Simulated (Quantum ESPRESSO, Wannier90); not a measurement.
## Wannier functions of LiNbO$_{3}$ (R-3)

```
begin unit_cell_cart
ang
   -2.6424251396    4.5768145970    0.0000000000
   -5.2848502792    0.0000000000    0.0000000000
   -2.6424251396    1.5256048657    4.8459600000
end unit_cell_cart
begin atoms_frac
Li  -0.3621900000 -0.3621900000  0.0865700000
Li   0.3621900000  0.3621900000 -0.0865700000
Nb  -0.1443970000 -0.1443970000  0.4331910000
Nb   0.1443970000  0.1443970000 -0.4331910000
O    0.0458400000 -0.2160900000 -0.2675900000
O   -0.0458400000  0.2160900000  0.2675900000
O   -0.2160900000  0.4378400000 -0.2675900000
O    0.2160900000 -0.4378400000  0.2675900000
O    0.4378400000  0.0458400000 -0.2675900000
O   -0.4378400000 -0.0458400000  0.2675900000
end atoms_frac
```

Structure: Materials Project mp-1078377, symmetrised, not relaxed again. COD (Crystallography Open Database) has the formula in 3 space groups, this one among them (matched by group alone). Computed values, not measurements, from PBEsol: Quantum ESPRESSO (norm-conserving PseudoDojo potentials, cutoff 68 Ry, no spin polarisation, no spin-orbit coupling) on a Γ-centred 4×4×4 mesh, then Wannier90. Density: 8×8×8 mesh, cold smearing 0.01 Ry.

A tight-binding model is made by disentanglement and projection with no localisation steps (num_iter = 0), so the 28 orbitals stay atom-like: hydrogen-like Nb: d; O: p, axes along x, y, z; frozen window up to 5.29 eV relative to the valence-band maximum. It follows pw.x to 0.3 meV rms for states up to 4.8 eV relative to the valence-band maximum. Matrix elements depend on this choice of orbitals and windows.

Task: What are the on-site energies relative to the valence-band maximum, and how fast do the hoppings decay?

Result: 
```csv
atom,orbitals,energy (eV)
Nb3,dz2,3.05
Nb3,dxz dyz,4.52
Nb3,dx2-y2 dxy,4.04
Nb4,dz2,3.05
Nb4,dxz dyz,4.52
Nb4,dx2-y2 dxy,4.04
O5,pz,-0.73
O5,px,-0.63
O5,py,-0.78
O6,pz,-0.73
O6,px,-0.63
O6,py,-0.78
O7,pz,-0.73
O7,px,-0.77
O7,py,-0.65
O8,pz,-0.73
O8,px,-0.77
O8,py,-0.65
O9,pz px,-0.73
O9,py,-0.69
O10,pz px,-0.73
O10,py,-0.69
```

| distance of the centres (Å) | largest modulus (eV) |
|---|---|
| 1–2 | 2.4 |
| 2–3 | 1.6 |
| 3–4 | 0.38 |
| 4–5 | 0.19 |
| 5–6 | 0.039 |
| 6–7 | 0.019 |
| 7–8 | 0.011 |
